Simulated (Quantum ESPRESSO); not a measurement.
CaS: magnetic shieldings

```
CELL_PARAMETERS angstrom
      0.00000     2.84515     2.84515
      2.84515     0.00000     2.84515
      2.84515     2.84515     0.00000
ATOMIC_POSITIONS crystal
  Ca 0.00000 0.00000 0.00000
  S  0.50000 0.50000 0.50000
```
The cell was made here from an entry of the Crystallography Open Database (unchecked): atoms relaxed with PBE in the measured cell (PBE without dispersion, pw.x of a modified build of Quantum ESPRESSO, symmetry kept).  Stability against distortions was not tested.

Computed: shieldings by GIPAW with PBE in Quantum ESPRESSO, on JTH PAW datasets, 20 Ha, k-mesh 6×6×6 shifted, f-sum rule met within 0.004 %.

| site | site symmetry | σ_iso (ppm) |
|---|---|---|
| Ca (atom 1) | m-3m | 968 |
| S (atom 2) | m-3m | 351 |

Shieldings are absolute and leave out the bulk-susceptibility term; a larger σ means a smaller chemical shift. By our sweeps, such settings leave a few ppm in absolute σ. No d partial waves on S: the paramagnetic term there is incompletely reconstructed. PBE places the empty d or f states of Ca too low, which is known to distort σ on and beside such ions.
